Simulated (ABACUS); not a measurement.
A self-consistent single point of CdHgSe2 (P1, 4 atoms in the cell; from Materials Project mp-1226729, changed as shown).

```
CdHgSe2
1.0
    4.36423     0.00000     0.00000
    0.00000     4.36423     0.00000
    0.00000     0.00000     6.15924
Cd Hg Se
1 1 2
Direct
  0.50165   0.50941   0.51657
  0.99115   0.00821   0.99427
  0.01278   0.49818   0.24853
  0.49443   0.98420   0.74064
```

All values come from this method and carry its errors: LDA (PW92), numerical atomic orbitals DZP (confined pseudo-atomic orbitals with Gaussian additions; energy shift 0.003 Ry), PseudoDojo 0.4 standard norm-conserving LDA (tails mended) pseudopotentials (ABACUS).

ABACUS settings:

| key | value |
|---|---|
| basis | DZP numerical atomic orbitals, energy shift 0.003 Ry |
| KPT | Gamma 6 6 6 0 0 0 |
| basis_type | lcao |
| dft_functional | PWLDA |
| ecutwfc | 100 Ry |
| smearing_method | fd |
| smearing_sigma | 0.00734986 Ry |
| potentials | PseudoDojo 0.4 standard norm-conserving LDA (tails mended) |
| symmetry | 1 |
| symmetry_prec | 1e-05 |
| ks_solver | genelpa |
| scf_nmax | 100 |
| scf_thr | 1.0e-06 |
| mixing_type | pulay |

Results:

```
Quantity                                                   Value
------------------------------------------------  --------------
Number of valence electrons                                   72
Number of bands                                               46
Number of k-points after the program's reduction             112
Size of the basis                                            102
Number of SCF iterations                                       9
Free energy E − TS                                -15902.0540 eV
Fermi level (on the code's own zero)                     7.67 eV
Pressure                                               -1.96 GPa
Largest force (vector length)                         1.217 eV/Å
```

Forces (eV/Å):
```csv
atom,Fx,Fy,Fz
Cd1,0.167,-0.778,-0.921
Hg2,0.011,-0.113,0.241
Se3,-0.226,0.073,0.206
Se4,0.048,0.819,0.474
```

Stress (GPa, positive for compression):
```
-3.03  -0.01   0.23
-0.01  -0.72   1.48
 0.23   1.48  -2.13
```

For comparison: a first run was changed to give this one (atoms moved at random), and from it to this one the free energy rises by 27.2 meV/atom, the pressure goes from -2.29 to -1.96 GPa and the largest force goes from under 0.1 to 1.22 eV/Å.

The atom-centred basis is finite, which shifts total energies, pressures and forces against plane waves. Forces above 1 eV/Å remain at this geometry, of which the finite basis can carry a part. The structure comes from a collection of computed structures, made at another level of theory; the collection holds predicted forms beside known ones. No clean gap shows at this smearing width and mesh (spacing up to 0.24 Å⁻¹); the mesh is coarse for partly filled bands, so the values carry mesh errors. Semi-local functionals can close small gaps.

Cost on one core: very roughly 28 core-seconds.

The atomic orbitals were generated for these runs; they are not ABACUS's published sets and were checked against plane waves on a few crystals only.

“Tails mended”: in these copies of the files the far tail of each local potential was reset to the Coulomb form.
